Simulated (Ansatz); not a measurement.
**Si3N4: computed properties**

Method: DFT PBE+D3(BJ), scalar-relativistic, plane waves, PAW in Ansatz.

Plane waves to 420 eV, a k mesh through Γ of 6×6×8 on the computed 14-atom cell and Gaussian smearing (0.02 eV); no spin polarisation.

The structure is relaxed at this level of theory with its symmetry kept.

Space group P6_3/m (No. 176). a = 7.619 Å, b = 7.619 Å, c = 2.911 Å, α = 90.00°, β = 90.00°, γ = 120.00°
```tsv
atom	site	symmetry	x	y	z
Si	6h	m..	0.7678	0.1741	0.2500
N	6h	m..	0.0299	0.3299	0.2500
N	2d	-6..	0.3333	0.6667	0.7500
```

| Quantity | Value |
| --- | --- |
| Space group | P6_3/m (No. 176) |
| Volume per atom | 10.45 Å³ |
| Kohn–Sham band gap | 4.31 eV, indirect from (0.000, 0.000, 0.167) to Γ |
| Löwdin character of the top 1 eV of the valence band | N 2p 94 % |
| Löwdin character of the lowest 1 eV of the conduction band | Si 3p 47 %, N 2s 17 %, Si 3s 11 %, unprojected 19 % |
| Electron masses at the edge by Cartesian direction of the standard setting (m_e; degenerate bands sorted by energy; no spin-orbit coupling) | x: 1.4; y: 1.4; z: 0.22 |
| Hole masses at the edge by Cartesian direction of the standard setting (m_e; degenerate bands sorted by energy; no spin-orbit coupling) | x: 0.84; y: 0.84; z: 1.8 |
| Bulk modulus | 240 GPa |
| Its pressure derivative | 3.7 |
| Electronic dielectric constant xx, yy, zz of the standard setting (independent particles) | 4.4, 4.4, 4.4 |